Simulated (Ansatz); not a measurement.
Ag₃Pt (Cu3Au type, Pm-3m) at seven volumes, PBEsol (plane waves, PAW; program Ansatz), scaled uniformly. One row is withheld.

```csv
V (Å³/atom),P (GPa)
14.656,18.82
15.139,11.25
15.623,?
16.106,0.00
16.589,-4.15
17.072,-7.56
17.555,-10.36
```

**Question.** Fit the shown pressures and predict the withheld one.

**Answer.** Third-order Birch–Murnaghan: P = (3/2)B₀(x^(7/2) − x^(5/2))[1 + (3/4)(B′ − 4)(x − 1)] with x = (V₀/V)^(2/3). Least squares on the six rows gives V₀ = 16.106 Å³/atom, B₀ = 153.0 GPa, B′ = 5.62. At V = 15.623, x = 1.0205 and P = 5.07 GPa. The run itself gave 5.05 GPa.

The workflow started from an entry of the Crystallography Open Database (COD). Its standing as an ambient phase is unchecked. The cell was relaxed with PBEsol under the symmetry of its start; whether a distortion lowers the energy is not shown. No spin polarisation was allowed. Scalar-relativistic: spin–orbit coupling is off unless named, which matters more the heavier the elements.

Potentials: the later of the program's two PAW sets.
